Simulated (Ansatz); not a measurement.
BAs in space group P4_2/mmc (No. 131; B on 2c, As on 2f), PBE (plane waves, PAW; program Ansatz), all energies at zero smearing, with the estimated change up to a 700 eV cutoff added, with one set of potentials and settings (totals compare only within such a set). Cell of 4 atoms (2 B, 2 As): -10020.528 eV.

```json
[
 {"element": "B", "reference phase": "R-3m, 12 atoms in the cell", "E (eV/atom)": "-155.9161"},
 {"element": "As", "reference phase": "R-3m, 2 atoms in the cell", "E (eV/atom)": "-4856.1377"}
]
```

Formation energy per atom, worked out: (-10020.528 − 2×(-155.9161) − 2×(-4856.1377))/4 = 0.895 eV/atom (86 kJ per mol of atoms), at 0 K, without zero-point energy or fitted corrections.

The cell is a constructed one: a structure type filled with these elements; neither database checked (COD, Materials Project) lists it. It is not the phase usual at ambient conditions (space group No. 216). The cell was relaxed with PBE under the symmetry of its start; whether a distortion lowers the energy is not shown. The references are the lowest solids computed at this level, not always the standard phases.

Potentials: the later of the program's two PAW sets.
